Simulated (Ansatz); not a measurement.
## Ba₂Fe₂Se₂OF₂, one cell by several methods

```yaml
crystal:
  lattice:
    - [-2.09730, 2.09730, 9.76100]
    - [2.09730, -2.09730, 9.76100]
    - [2.09730, 2.09730, -9.76100]
  atoms:
    - { symbol: Ba, position: [0.66943, 0.66943, 0.00000] }
    - { symbol: Ba, position: [0.33058, 0.33058, 0.00000] }
    - { symbol: Fe, position: [0.00000, 0.50000, 0.50000] }
    - { symbol: Fe, position: [0.50000, 0.00000, 0.50000] }
    - { symbol: Se, position: [0.08982, 0.08982, 0.00000] }
    - { symbol: Se, position: [0.91018, 0.91018, 0.00000] }
    - { symbol: O, position: [0.50000, 0.50000, 0.00000] }
    - { symbol: F, position: [0.25000, 0.75000, 0.50000] }
    - { symbol: F, position: [0.75000, 0.25000, 0.50000] }
```

Atom numbers follow the list: Ba1, Ba2, Fe3, Fe4, Se5, Se6, O7, F8, F9.

The geometry is COD entry 4107933, unchecked; take it as a test cell.

Semilocal functionals without U often leave such compounds metallic or with too small a gap, and the real magnetic order may differ.

The magnetic state is the one reached from the start moments; no search over orders was made, so it needn't be the ground state.

Spin–orbit coupling is left out, though it moves levels of the heavy atoms by tenths of an eV or more.

Levels of theory: DFT, LDA, PAW with Ansatz's default frozen-core files, scalar-relativistic (Ansatz 0.2.0); DFT, LDA, all-electron PAW with datasets made for the crystal, scalar-relativistic (Ansatz 0.2.0); DFT, LDA, all-electron LAPW, scalar-relativistic (Ansatz 0.2.0).

For PAW: a Γ-centred 10×10×10 k mesh, Fermi–Dirac smearing of 0.03 eV, cutoff 420 eV, spin-polarised from start moments Fe3 3, Fe4 3 μB; the PAW files were made with PBE, and the program remakes their frozen cores for this functional. The crystal-made all-electron datasets (AE datasets) take a cutoff of 380 eV at this cell. LAPW targets a basis error of 1 meV/atom. The Ansatz runs share mesh, smearing and spin set-up. Plane-wave (PAW) pressures include the program's estimate of the Pulay term.

Stress and pressure are positive in compression.

```tsv
quantity	PAW	AE datasets	LAPW
pressure (GPa)	-6.49	-6.48	-6.48
stress xx (GPa)	-7.24	-7.22	-7.22
stress zz (GPa)	-4.99	-5.00	-4.99
force on Ba1, z (eV/Å)	0.225	0.224	0.224
force on Se5, z (eV/Å)	-0.431	-0.435	-0.435
moment of the cell (μB)	7.990	7.989	7.989
```

PAW's pressure differs from the LAPW value by about 0.01 GPa or less.
